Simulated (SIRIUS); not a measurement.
A self-consistent single point of HfN (Fm-3m, 2 atoms in the cell; from Materials Project mp-2828, changed as shown) with SIRIUS.

Method: PBE, SSSP 1.1.2 efficiency PBE pseudopotentials (plane waves; SIRIUS).

The change in words: volume scaled by 1.06. Reference geometry (Fm-3m):
```yaml
crystal:
  lattice:
    - [0.00000, 2.25586, 2.25586]
    - [2.25586, 0.00000, 2.25586]
    - [2.25586, 2.25586, 0.00000]
  atoms:
    - { symbol: Hf, position: [0.00000, 0.00000, 0.00000] }
    - { symbol: N, position: [0.50000, 0.50000, 0.50000] }
```

Reference input (self-consistent single point, DFT, PBE, plane waves, SSSP 1.1.2 efficiency PBE pseudopotentials): parameters.ngridk = 10 10 10; parameters.xc_functionals = [XC_GGA_X_PBE, XC_GGA_C_PBE]; parameters.gk_cutoff = 8.062 1/bohr; parameters.pw_cutoff = 25.496 1/bohr; parameters.smearing = cold; parameters.smearing_width = 0.00367493 Ha; potentials = SSSP 1.1.2 efficiency PBE pseudopotentials; parameters.electronic_structure_method = pseudopotential; parameters.num_bands = 13; parameters.num_mag_dims = 0; parameters.num_dft_iter = 100; parameters.energy_tol = 1e-07 Ha. This run's input differs from it in these lines:

```diff
@@ -32,5 +32,5 @@
     "lattice_vectors": [
-      [0.0, 4.2629575755, 4.2629575755],
-      [4.2629575755, 0.0, 4.2629575755],
-      [4.2629575755, 4.2629575755, 0.0]
+      [0.0, 4.3465666182, 4.3465666182],
+      [4.3465666182, 0.0, 4.3465666182],
+      [4.3465666182, 4.3465666182, 0.0]
     ],
```

Output, abridged:

```
[find] density tolerance         : 1e-06
[find] total energy tolerance    : 1e-07
[find] iter_solver_tol (initial) : 0.01
[find] iter_solver_tol (target)  : 1e-13
[find] num_dft_iter              : 100
Charges and magnetic moments
--------------------------------------------------------------------------------
total charge          : 17.000000
[find] | SCF iteration   0 out of 100|
[diagonalize] iterative solver tolerance (occupied, empty): 0.01 0.01
[diagonalize] average number of iterations: 2.06383
[find_efermi_generic] Newton iteration converged after 5 steps
[find] Charges and magnetic moments
[find] total charge          : 17.000000
[find] Energy
[find] smearing (-TS)                 :       0.00009430
[find] Total energy                   :     -66.51999620 (Ha),    -133.03999240 (Ry)
[find] Free energy (E-TS)             :     -66.51990190 (Ha),    -133.03980379 (Ry)
[find] band gap (eV)                  :       0.00000000
[find] Efermi                         :       0.65373577
[find] iteration : 0, RMS (target) : 2.9797e-01 (1.0000e-06) , energy difference (target) : -6.6520e+01 (1.0000e-07)
[find] bands are converged : true
[find] iterative solver converged : false
[find] | SCF iteration   1 out of 100|
[diagonalize] iterative solver tolerance (occupied, empty): 0.005 0.005
   [... lines left out ...]
[find] Charges and magnetic moments
[find] Free energy (E-TS)             :     -66.61410860 (Ha),    -133.22821720 (Ry)
[find] band gap (eV)                  :       0.00000000
[find] Efermi                         :       0.66250401
[find] Charges and magnetic moments
[find] Free energy (E-TS)             :     -66.63225310 (Ha),    -133.26450620 (Ry)
[find] band gap (eV)                  :       0.00000000
[find] Efermi                         :       0.65534721
[find] Charges and magnetic moments
[find] Free energy (E-TS)             :     -66.63360601 (Ha),    -133.26721203 (Ry)
   [... lines left out ...]
[ground_state] === stress_total ===
[ground_state]    91.413973   -0.000000   -0.000000
[ground_state]    -0.000000   91.413973    0.000000
[ground_state]    -0.000000    0.000000   91.413973
[ground_state] ==== total Forces in Ha/bohr =====
[ground_state] atom:    0, force:       0.0000000      0.0000000      0.0000000
[ground_state] atom:    1, force:       0.0000000      0.0000000      0.0000000
```

The run converged in 30 iterations. SIRIUS prints the stress tensor with tension positive. Against the reference run the free energy rises by 8.0 meV/atom and the pressure goes from 5.87 to -9.14 GPa.

The structure comes from a collection of computed structures, made at another level of theory; the collection holds predicted forms beside known ones. No clean gap shows at this smearing width and mesh (spacing up to 0.24 Å⁻¹); the mesh is coarse for partly filled bands, so the values carry mesh errors.

Cost on one core: around 40 core-seconds (rough).
